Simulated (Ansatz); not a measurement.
**What a trial cell of BiSe3 relaxes into**

These are results of DFT PBE, scalar-relativistic, plane waves, PAW (Ansatz 0.2.0), not measurements. Cutoff 420 eV, Gaussian smearing, Γ-centred meshes. Cell and atoms relax first on a coarse mesh and then on a finer one. In between, the cell is made exact in the group found at 0.06 Å. In metals the finer mesh still leaves noise of several meV/atom or more. The steps can't lower the symmetry of their start. No spin polarisation.

The cell of BiSe3 is invented: random cell by space group and Wyckoff sites (Fm-3m, No. 225). Lengths were set from tabulated atomic sizes, so they are only a guess.

```cif
data_structure
_symmetry_space_group_name_H-M 'Fm-3m'
_symmetry_Int_Tables_number 225
_cell_length_a 7.8164
_cell_length_b 7.8164
_cell_length_c 7.8164
_cell_angle_alpha 90.000
_cell_angle_beta 90.000
_cell_angle_gamma 90.000
_cell_volume 477.55
loop_
_atom_site_label
_atom_site_type_symbol
_atom_site_symmetry_multiplicity
_atom_site_Wyckoff_symbol
_atom_site_fract_x
_atom_site_fract_y
_atom_site_fract_z
_atom_site_occupancy
Bi1 Bi 4 b 0.50000 0.00000 0.00000 1
Se1 Se 8 c 0.25000 0.75000 0.75000 1
Se2 Se 4 a 0.00000 0.00000 0.00000 1
```

Formation energies are uncorrected and refer to the elements' standard structures at the same level.

**Question.** Where does the relaxation end?

**Answer.** The symmetry stays Fm-3m (No. 225). The end has the BiF3 (D0_3) type. The volume per atom shrinks by 21.9 %, from 29.8 to 23.3 Å³. The shortest distance goes from 3.38 Å (Bi–Se and Se–Se) to 3.12 Å (Bi–Se and Se–Se). The energy falls by about 0.24 eV/atom (the start's value is from the coarse mesh). Conventional cell: a = 7.197 Å. Around Bi lie 8 Se at 3.12 Å and 6 Se at 3.60 Å; around Se on a site of symmetry -43m lie 4 Bi at 3.12 Å, 4 Se at 3.12 Å and 6 Se at 3.60 Å; around Se on a site of symmetry m-3m lie 8 Se at 3.12 Å and 6 Bi at 3.60 Å.

```xyz
4
Lattice="0.0000 3.5987 3.5987 3.5987 0.0000 3.5987 3.5987 3.5987 0.0000" Properties=species:S:1:pos:R:3 pbc="T T T"
Bi    3.5987    3.5987    3.5987
Se    1.7993    1.7993    1.7993
Se    5.3980    5.3980    5.3980
Se    0.0000    0.0000    0.0000
```

**Question.** Give its energy and gap.

**Answer.** The energy over the elements is +0.25 eV/atom and the gap on the 12×12×12 mesh of the 4-atom cell is 0 eV (a metal).

A positive value: parting into the elements would lower its energy.

The last run used Gaussian smearing of 0.10 eV. Spin–orbit coupling, which can matter for Bi, is left out. An odd number of electrons in the primitive cell allows no gap without spin; a larger cell or a magnetic state could open one. The cell is a metal run without spin; a magnetic state may lie lower. The reference form of Se is held partly by dispersion forces, which this level lacks. A structure relaxed within its symmetry needn't be a true minimum. In all, the 3 runs took 2.2 min on 1 thread of Arm Neoverse N1, on a shared host. Another cell of BiSe3 relaxed alike, in P4/mbm, lies 154 meV/atom lower, so this cell isn't the stable form at this level.
